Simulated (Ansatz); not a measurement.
# Slab of fcc Cu (100), 3 layers

The slab is cut from the fcc crystal, the stable phase, as relaxed on PAW files (10.88 Å³/atom), with 16 Å of vacuum and a dipole correction:

```yaml
crystal:
  lattice:
    - [2.48749, 0.00000, 0.00000]
    - [0.00000, 2.48749, 0.00000]
    - [0.00000, 0.00000, 19.51780]
  atoms:
    - { symbol: Cu, position: [0.00000, 0.00000, 0.40988] }
    - { symbol: Cu, position: [0.50000, 0.50000, 0.50000] }
    - { symbol: Cu, position: [0.00000, 0.00000, 0.59012] }
```

All numbers are LDA results (scalar-relativistic) from Ansatz 0.2.0, with a Γ-centred 15×15×1 k mesh, Fermi–Dirac smearing of 0.08 eV, no spin polarisation. Methods: LAPW: all electrons, basis error target 1 meV/atom; PAW: frozen-core files, cutoff 420 eV.

The bulk energy comes from a cell in the slab's orientation on a 15×15×10 mesh. The surface energy is (E(slab) − N·E(bulk))/2A at zero smearing, the mean of both faces; thin slabs carry quantum-size effects.

The PAW files were made under PBE.

Task: As cut, the LAPW slab lies 1.574 eV above 3 atoms of bulk. What surface energy is that?

Result: Over two faces of 6.19 Å² it is 127.2 meV/Å², and times 16.02 J/m² per eV/Å² that gives γ = 2.038 J/m².

| method | γ as cut (J/m²) | γ relaxed (J/m²) | Φ as cut (eV) | Φ relaxed (eV) |
| --- | --- | --- | --- | --- |
| LAPW | 2.038 | 2.023 | 5.02 | 5.02 |

Task: How do the spacings between the planes relax?

Result: From the bottom face up: d12 -2.6 % of 1.759 Å, d23 -2.6 % of 1.759 Å.

Task: What changes if the vacuum is set to 13 Å?

Result: LAPW then gives: no gap, work function 5.02 eV; PAW: no gap, work function 5.02 eV.

Task: A field of 0.1 V/Å is applied along the normal, atoms held. What follows?

Result: LAPW finds an induced dipole of 0.0222 e·Å a cell (PAW 0.0222), that is 6.49 Å for 4πα over the area, against 3.42 Å between the outer atoms.

Task: A 2p core hole is made on one atom of each kind in every 1×1 cell (PAW hole dataset, neutral cell, valence without spin). What does it cost by layer?

Result: layer 1 935.92 eV, layer 2 936.19 eV. Shifts between layers mean more than the absolute values, and a whole layer of holes screens otherwise than one hole.

Task: In the relaxed 1×1 cell, replace the outer, then the middle Cu by Zn, which changes a whole layer. What shift does this Z+1 picture give?

Result: E(outer) − E(middle) = -0.22 eV by LAPW and -0.21 eV by PAW; a positive value puts the surface line at higher binding energy.
